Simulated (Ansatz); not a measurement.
Values for one crystal, relaxed and computed with DFT-r²SCAN in the program Ansatz with PAW potentials; other levels are named.

```yaml
volume_per_atom: 15.13 Å³
band_gap: 6.41 eV (direct)
mechanical_stability: stable (all eigenvalues of C positive)
Highest zone-centre frequency (without LO–TO term): 1210 cm⁻¹
Formation energy from the elements (no fitted shifts): -2.99 eV/atom
Static dielectric constant ε0 (ions relaxed, cell fixed): 3.80 (xx), 3.80 (yy), 3.68 (zz)
Electronic dielectric constant ε∞ (DFPT): 2.14 (xx), 2.13 (yy), 2.13 (zz)
```

Q: Pick the material that matches.
A. SiC, 4H polytype
B. Al2O3, bixbyite
C. SiO2, Ama2 (Si on 8c, O on 4a, O on 8c, O on 4b)
D. SrO, rock salt

A: C, SiO2, Ama2 (Si on 8c, O on 4a, O on 8c, O on 4b)

The first step of the workflow began from a Materials Project structure, measured or hypothetical; the Crystallography Open Database copy checked does not list it. It is not the phase usual at ambient conditions (space group No. 92, 152, 154). The cell was relaxed with r²SCAN under the symmetry of its start; its stability against distortions is not shown here. The references are the lowest solids computed at this level, not always the standard phases (solids in place of the gases).

Potentials: the later of the program's two PAW sets.
